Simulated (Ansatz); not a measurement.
V (bcc, W type), conventional cell a = b = c = 2.983 Å, α = β = γ = 90.00°. The calculation uses the primitive cell of 1 atom, to which meshes and values per cell refer.

Two coordinates are scanned: the volume, and the ratio of the stretch along z (the conventional c axis) to the stretch across it. Atoms keep their fractional coordinates.

Level of theory: r2SCAN (plane waves to 500 eV, PAW, scalar-relativistic; Ansatz, a program for electronic structure). k mesh 22×22×22 (Γ-centred), Fermi-Dirac smearing 0.05 eV. Stress and pressure are positive under compression. With partly filled bands, the response to shear is sensitive to the k mesh, so small differences along c/a are uncertain. V is run without spin polarisation. V was relaxed with its symmetry unable to fall. The last digit holds for this mesh only.

Changes of σzz (GPa) from the point V/V₀ = 1.000, (c/a)/(c/a)₀ = 1.000 when one coordinate moves alone (two changes are said to add if the coupling is within 5 % of the smaller one, nearly so within 20 %):

```json
[
 {"point": "V/V₀ = 1.000, (c/a)/(c/a)₀ = 0.960", "change": "3.42"},
 {"point": "V/V₀ = 1.000, (c/a)/(c/a)₀ = 0.980", "change": "1.72"},
 {"point": "V/V₀ = 0.920, (c/a)/(c/a)₀ = 1.000", "change": "18.72"},
 {"point": "V/V₀ = 0.960, (c/a)/(c/a)₀ = 1.000", "change": "8.50"},
 {"point": "V/V₀ = 1.040, (c/a)/(c/a)₀ = 1.000", "change": "-7.05"},
 {"point": "V/V₀ = 1.080, (c/a)/(c/a)₀ = 1.000", "change": "-12.88"},
 {"point": "V/V₀ = 1.000, (c/a)/(c/a)₀ = 1.020", "change": "-1.63"},
 {"point": "V/V₀ = 1.000, (c/a)/(c/a)₀ = 1.040", "change": "-3.10"}
]
```

Question: What is the change at V/V₀ = 0.920, (c/a)/(c/a)₀ = 1.040, where both move, and how far is it from the sum?

Answer: The sum of the single changes is 18.72 + (-3.10) = 15.62; the calculation gives 14.73, so the coupling contributes -0.89 (over 20 % of the smaller single change, not additive).

Question: Do the two effects add at V/V₀ = 0.960, (c/a)/(c/a)₀ = 1.020? Give the computed change.

Answer: The sum of the single changes is 8.50 + (-1.63) = 6.87; the calculation gives 6.68, so the coupling contributes -0.19 (under 20 % of the smaller single change, nearly additive).

Question: What is the change at V/V₀ = 0.960, (c/a)/(c/a)₀ = 0.960, where both move, and how far is it from the sum?

Answer: The sum of the single changes is 8.50 + (3.42) = 11.92; the calculation gives 12.23, so the coupling contributes 0.31 (under 20 % of the smaller single change, nearly additive).

(A scan under strain: stresses follow from slopes of the energy per volume, elastic moduli from its curvatures.)
